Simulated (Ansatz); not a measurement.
MgS:
```cif
data_Mg4S4
_chemical_formula_sum 'S4 Mg4'
_space_group_name_H-M_alt 'Fm-3m'
_space_group_IT_number 225
_space_group_name_Hall '-F 4 2 3'
_cell_length_a 5.20313
_cell_length_b 5.20313
_cell_length_c 5.20313
_cell_angle_alpha 90.000
_cell_angle_beta 90.000
_cell_angle_gamma 90.000
loop_
_atom_site_label
_atom_site_type_symbol
_atom_site_symmetry_multiplicity
_atom_site_Wyckoff_symbol
_atom_site_fract_x
_atom_site_fract_y
_atom_site_fract_z
_atom_site_occupancy
S1 S 4 a 0.00000 0.00000 0.00000 1
Mg1 Mg 4 b 0.50000 0.50000 0.50000 1
```
(The calculation used a cell of 2 atoms; values per cell refer to that cell.)

This is the r²SCAN-relaxed structure.

Q: All from DFT-r²SCAN in the program Ansatz with PAW potentials, unless another level is named. Estimate the electron effective mass.

A: 0.30, 0.30, 0.52 mₑ (principal values).

Q: And the hole effective mass, band 1 of 3 at the edge?

A: 0.93 along [100], 7.8 along [110], 2.3 along [111] (mₑ).

Q: Predict the band gap.

A: 3.46 eV (indirect).

Q: Predict the valence-band maximum.

A: at Γ.

Symmetry was held in the r²SCAN relaxation.

Potentials: the later of the program's two PAW sets.
